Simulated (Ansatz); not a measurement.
RbP2Ir2:
```xyz
5
Lattice="-1.9682 1.9682 6.8626 1.9682 -1.9682 6.8626 1.9682 1.9682 -6.8626" Properties=species:S:1:pos:R:3 pbc="T T T"
Rb     0.0000     0.0000     0.0000
P      0.0000     0.0000     4.7015
P      0.0000     0.0000     9.0237
Ir     0.0000     1.9682     3.4313
Ir     1.9682     0.0000     3.4313
```

Relaxed with r²SCAN. Special points in fractions of this cell's reciprocal vectors: Γ (0.000, 0.000, 0.000); X (0.000, 0.000, 0.500); P (0.250, 0.250, 0.250); N (0.000, 0.500, 0.000); M (0.500, 0.500, -0.500); S (0.271, 0.729, -0.271); S0 (-0.271, 0.271, 0.271); R (-0.041, 0.041, 0.500); G (0.500, 0.500, -0.041).

Task: List the band energies nearest the Fermi level at these points for the program Ansatz at the r²SCAN level (PAW).

Result: In eV from the Fermi level; about four levels below and three above (degenerate sets whole), none deeper than 8.9 eV; points with the same levels are listed once.

```
k                    below           above
-  -----------------------  --------------
Γ  -1.99 -1.54 -0.73 -0.73  0.63 1.59 2.09
X  -2.21 -2.21 -1.92 -1.64  0.88 0.93 4.75
P  -2.21 -2.21 -1.78 -1.78  0.91 0.91 4.79
N  -3.80 -3.76 -2.56 -2.42  0.94 1.21 1.86
M  -1.13 -0.64 -0.64 -0.32  0.63 3.01 3.01
S  -3.74 -3.71 -2.69 -2.24  0.73 1.57 1.77
R  -2.45 -2.22 -1.65 -1.53  0.90 0.93 4.81
```

Space group I4/mmm. The workflow started from a Materials Project entry (that database holds measured and hypothetical structures alike); the Crystallography Open Database copy checked does not list it. Its standing as an ambient phase is unchecked. Symmetry was held in the r²SCAN relaxation; its stability against distortions is not shown here. No spin polarisation was allowed. Spin–orbit coupling is left out wherever it is not named.

Potentials: the later of the program's two PAW sets.
